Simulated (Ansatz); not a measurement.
One crystal and one scan (scan of one atom of the cell) at two levels, PBE (plane waves to 420 eV, PAW, scalar-relativistic; Ansatz, a quantum-chemistry and plane-wave program) and r2SCAN (plane waves to 500 eV, PAW, scalar-relativistic; Ansatz), each from its own relaxed cell and on its own mesh. The cell shown is that of PBE.

Mo (bcc, W type)

```
Mo
1.0
   -3.16077     3.16077     3.16077
    1.58038    -1.58038     1.58038
    1.58038     1.58038    -1.58038
Mo
2
Direct
  0.00000   0.00000   0.00000
  0.50000   0.00000   0.00000
```

In each cell atom 1 (Mo, nearest neighbour Mo at 2.737 Å; its periodic images, 2.7 Å or more away, move with it) moves by s·(0.707, 0.707, 0.000) (along Cartesian [110]), the rest being held.

Energies are smeared free energies. Mo is run without spin polarisation. Mo was relaxed with its symmetry unable to fall. The PAW data are Ansatz's earlier set. (r2SCAN) On this mesh the relaxed cell isn't quite at rest: it carries a pressure of 0.1 GPa (compression positive) at the zero of the scan. With partly filled bands, energies and forces of such displacements shift with the k mesh and the smearing. Both scans cover s from -0.270 to 0.270 Å.

ΔE (meV/cell), each from the undisplaced structure of its own level:

| s (Å) | PBE | r2SCAN |
|---|---|---|
| -0.270 | 239 | withheld |
| -0.216 | 151 | 163 |
| -0.162 | 84 | 91 |
| -0.108 | 37 | 40 |
| -0.054 | 9 | 10 |
| 0.000 | 0 | 0 |
| 0.054 | 9 | 10 |
| 0.108 | 37 | 40 |
| 0.162 | 84 | 91 |
| 0.216 | 151 | 163 |
| 0.270 | 239 | withheld |

Task: Estimate the r2SCAN value at -0.270 from the PBE value there and the ratio of the two levels in the two nearest given rows on that side of the minimum.

Result: At -0.216 and -0.162 the ratio r2SCAN/PBE averages 1.081, which gives 1.081 × 239 = 258 meV/cell. The calculation gives 256 meV/cell, +7.1 % against PBE.

(A displaced cell: forces are minus the slopes of the energy, force constants its curvatures, and phonons follow from these.)
